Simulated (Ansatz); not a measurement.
**Kick test of a cell of InSb2As3**

The structure comes from a proposed guess, relaxed at this level; another structure or a mixture of phases may lie lower.

Method: DFT PBE, scalar-relativistic, plane waves, PAW (Ansatz). Plane waves to 420 eV, a k mesh through Γ of 10×10×10 on the computed 6-atom cell and Gaussian smearing (0.10 eV); no spin polarisation.

The cell below (6 atoms, space group I4/mmm (No. 139)) is relaxed within its symmetry.

```
CELL_PARAMETERS angstrom
-2.05413 2.05413 8.73819
2.05413 -2.05413 8.73819
2.05413 2.05413 -8.73819
ATOMIC_POSITIONS crystal
In 0.00000 0.00000 0.00000
Sb 0.66690 0.66690 0.00000
Sb 0.33310 0.33310 0.00000
As 0.16774 0.16774 0.00000
As 0.83226 0.83226 0.00000
As 0.50000 0.50000 0.00000
```

For the test it was strained at random (σ = 1.5 % a component), the atoms were moved at random (σ = 0.15 Å), and all was relaxed again on a coarse 6×6×6 mesh (in the run’s order of axes) with 0.20 eV smearing, with no symmetry imposed.

These runs have no spin–orbit coupling, which can matter for Sb.

Question: What happens?

Answer: It doesn't return. The energy falls by 22 meV/atom on that mesh, the volume changes by 5.0 %, and the end has space group Cm (No. 8) at a loose tolerance. Relaxed again on an 8×8×8 mesh with 0.10 eV smearing, the new structure lies 24 meV/atom below the first (mesh in the axes of the run's cell; the cell below is made exact in the group named). Space group Cm (No. 8), monoclinic, a = 18.558 Å, b = 4.044 Å, c = 4.203 Å, β = 98.7°. Around In lie 5 As at 2.79–3.00 Å and 1 As at 3.40 Å; Sb on its first site is surrounded by 3 As at 2.72–2.73 Å, 2 As at 3.15 Å and 1 As at 3.50 Å; Sb on its second site is surrounded by 3 As at 2.68–2.75 Å, 2 As at 3.12 Å and 1 As at 3.34 Å; As on its first site has 2 Sb at 2.72 Å, 1 In at 2.79 Å, 2 Sb at 3.15 Å and 1 Sb at 3.34 Å; 2 more sites not described.

```cif
data_structure
_symmetry_space_group_name_H-M 'P 1'
_symmetry_Int_Tables_number 1
_cell_length_a 9.4966
_cell_length_b 9.4966
_cell_length_c 4.2033
_cell_angle_alpha 98.529
_cell_angle_beta 98.529
_cell_angle_gamma 24.588
_cell_volume 155.91
loop_
_atom_site_label
_atom_site_type_symbol
_atom_site_fract_x
_atom_site_fract_y
_atom_site_fract_z
_atom_site_occupancy
In1 In 0.99112 0.99112 0.98186 1
Sb1 Sb 0.32385 0.32385 0.29410 1
Sb2 Sb 0.65939 0.65939 0.62977 1
As1 As 0.83913 0.83913 0.87613 1
As2 As 0.17501 0.17501 0.20276 1
As3 As 0.51334 0.51334 0.51539 1
```
